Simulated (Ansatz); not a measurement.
Theory: DFT PBE, scalar-relativistic, plane waves, PAW in Ansatz 0.2.0. Settings: cutoff 420 eV, Γ-centred meshes spaced at most about 0.3 Å⁻¹, and about 0.25 Å⁻¹ or finer for metals (2π included), Gaussian smearing. No spin polarisation in the final relaxations.

Temperature and zero-point effects are left out.

Two forms of CuB5 were relaxed alike.

1.

```
CELL_PARAMETERS angstrom
3.78268 0.00000 0.00000
-1.89134 3.27590 0.00000
0.00000 0.00000 4.16483
ATOMIC_POSITIONS crystal
Cu 0.00000 0.00000 0.50000
B 0.50000 0.00000 0.50000
B 0.00000 0.50000 0.50000
B 0.50000 0.50000 0.50000
B 0.33333 0.66667 0.00000
B 0.66667 0.33333 0.00000
```

2.

```
CELL_PARAMETERS angstrom
3.30955 0.00000 0.00000
-1.65478 2.86616 0.00000
0.00000 0.00000 6.34332
ATOMIC_POSITIONS crystal
Cu 0.00000 0.00000 0.50000
B 0.50000 0.00000 0.00000
B 0.00000 0.50000 0.00000
B 0.50000 0.50000 0.00000
B 0.00000 0.00000 0.81366
B 0.00000 0.00000 0.18634
```

Question: Which is lower in energy, and by how much?

Answer: Cell 2 is lower, by 161 meV/atom. Cell 1 has space group P6/mmm (No. 191), 8.6 Å³/atom and no gap on its mesh; cell 2 has space group P6/mmm (No. 191), 10.0 Å³/atom and no gap. Counting B atoms around Cu (those within 1.25 times the shortest such distance or 1.15 times the sum of covalent radii), cell 1 has Cu 6 and cell 2 has Cu 2. Cell 1 and cell 2 both hold B–B nets. Even the lower one lies +0.95 eV/atom against the reference forms of the elements (uncorrected), so neither is stable at this level. Both come from invented guesses.

Weakly bound directions are ill-defined at this level, which has no dispersion term (P6/mmm at 8.6 Å³/atom), and this can change margins and order among such cells. Cells relaxed within their symmetry can be saddle points.
